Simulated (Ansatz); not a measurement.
Relaxed WSi2 (MoSi2 type, space group I4/mmm):

```
CELL_PARAMETERS angstrom
     -1.61458     1.61458     3.93362
      1.61458    -1.61458     3.93362
      1.61458     1.61458    -3.93362
ATOMIC_POSITIONS crystal
  W  0.00000 0.00000 0.00000
  Si 0.33458 0.33458 0.00000
  Si 0.66542 0.66542 0.00000
```

Two-dimensional scan of atom 1 (W, nearest neighbour Si at 2.628 Å; its periodic images, 3.2 Å or more away, move with it): u runs along (0.707, 0.707, 0.000), v along (0.000, 0.000, 1.000) (Cartesian). Cell and other atoms are fixed.

The numbers are results of PBE (plane waves to 420 eV, PAW, scalar-relativistic; Ansatz, a quantum-chemistry and plane-wave program), not measurements. k mesh 16×16×16 (Γ-centred), Fermi-Dirac smearing 0.05 eV. Energies are smeared free energies. With partly filled bands, energies and forces of such displacements shift with the k mesh and the smearing. Spin-orbit coupling is left out, though W is heavy. WSi2 is run without spin polarisation. WSi2 was relaxed with its symmetry unable to fall. The last digit holds for this mesh only.

Changes of ΔE (meV/cell) from the point u = 0.000 Å, v = 0.000 Å when one coordinate moves alone (two changes are said to add if the coupling is within 5 % of the smaller one, nearly so within 20 %):

```csv
point,change
"u = 0.000 Å, v = -0.390 Å",1161.8
"u = 0.000 Å, v = -0.195 Å",270.8
"u = -0.390 Å, v = 0.000 Å",928.8
"u = -0.195 Å, v = 0.000 Å",202.2
"u = 0.195 Å, v = 0.000 Å",202.2
"u = 0.390 Å, v = 0.000 Å",928.8
"u = 0.000 Å, v = 0.195 Å",270.8
"u = 0.000 Å, v = 0.390 Å",1161.8
```

Problem. What is the change at u = 0.195 Å, v = -0.195 Å, where both move, and how far is it from the sum?

Solution. The sum of the single changes is 202.2 + (270.8) = 473.0; the calculation gives 487.6, so the coupling contributes 14.6 (under 20 % of the smaller single change, nearly additive).

Problem. Do the two effects add at u = -0.390 Å, v = 0.195 Å? Give the computed change.

Solution. The sum of the single changes is 928.8 + (270.8) = 1199.6; the calculation gives 1267.4, so the coupling contributes 67.8 (over 20 % of the smaller single change, not additive).

Problem. What is the change at u = -0.195 Å, v = -0.390 Å, where both move, and how far is it from the sum?

Solution. The sum of the single changes is 202.2 + (1161.8) = 1364.0; the calculation gives 1415.7, so the coupling contributes 51.7 (over 20 % of the smaller single change, not additive).

(For displaced atoms, the force is minus the slope of the energy, and its curvature is a force constant, which sets phonon frequencies.)
